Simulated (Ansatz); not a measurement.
ZrO₂ (fluorite)

```
ZrO2
1.0
    0.00000     2.54467     2.54467
    2.54467     0.00000     2.54467
    2.54467     2.54467     0.00000
Zr O
1 2
Direct
  0.00000   0.00000   0.00000
  0.25000   0.25000   0.25000
  0.75000   0.75000   0.75000
```

The slice is a {110} plane (indices of the conventional cell) through the point (0.000, 0.000, 0.000) (fractional), spanned by u = [100] and v = [1 -1 -1] in vectors of this cell: u (3.60 Å) and v (5.09 Å, at 90° to u). It covers one period; positions are fractions (u, v).

All values below come from r2SCAN (plane waves to 500 eV, PAW, scalar-relativistic; Ansatz, an electronic-structure program). k mesh 11×11×11. Near the nuclei the fields are pseudised (PAW); where an atom keeps semicore shells as valence, they peak there. This is a high-temperature form of ZrO2. ZrO2 is run without spin polarisation. ZrO2 was relaxed with its symmetry unable to fall.

Question: Around which element is the density of the lowest conduction band (whole band as if filled, smooth part) largest on this plane?

Answer: Zr. Mean over a disc round each atom, of radius 0.45 times the shortest bond: Zr 0.135, O 0.025 e/Å³.

Question: Around which element is the density of the highest valence band (whole band, smooth part) largest on this plane?

Answer: O. Mean over a disc round each atom, of radius 0.45 times the shortest bond: O 0.169, Zr 0.019 e/Å³.

Question: What is the valence density on the shortest Zr–O line in this plane (2.20 Å), at its minimum between the atoms?

Answer: 0.52 e/Å³.

Question: Predict the map of the electrostatic potential energy of an electron, from the cell's mean on the slice.

Answer: 
```
|xxxxx  .+#%#+.  xxxx|
|xxxxx  :+###+:  xxxx|
|xxxx   -xxxxx-   xxx|
|xxx   :xxxxxxx.   xx|
|     .xxxxxxxxx.    |
|    :=xxxxxxxxx=:   |
|  :=+xxxxxxxxxxx+-:.|
|=++*##xxxxxxxxx##*++|
|###%@%xxxxxxxxx%@%##|
|%%@@@@%xxxxxxx%@@@@%|
|@@@@@@@%xxxxx%@@@@@@|
|@@@@@@@@%###%%@@@@@@|
|@@@@@@@@%%%%%@@@@@@@|
|@@@@@@@@%%%%%@@@@@@@|
|@@@@@@@@%%%%%@@@@@@@|
|@@@@@@@%%###%@@@@@@@|
|@@@@@@@%xxxxx%@@@@@@|
|%%@@@@%xxxxxxx%@@@@%|
|###%@%xxxxxxxxx%@%##|
|=++*##xxxxxxxxx##*++|
| .:-+xxxxxxxxxxx+=: |
|    :=xxxxxxxxx=:   |
|     .xxxxxxxxx.    |
|xxx   .xxxxxxx:   xx|
|xxxx   -xxxxx-   xxx|
|xxxxx  :+###+:  xxxx|
|xxxxx  .+#%#+.  xxxx|
|xxxxxx .+#%#+. xxxxx|
```
Scale: ten equal steps from 3.00 (start of ' ') to 11.26 (end of '@'), in the order ' .:-=+*#%@'. Values: electrostatic potential energy of an electron, from the cell's mean, in eV. The map has 20 points along u (one character each, u = 0 at the left) and 28 along v (v = 0 in the bottom row). Points within 0.9 Å of a nucleus are blanked (x), as the pseudised field means little there. Values under 3 eV are set to 3. The zero, the cell's mean, hangs on the PAW cores.
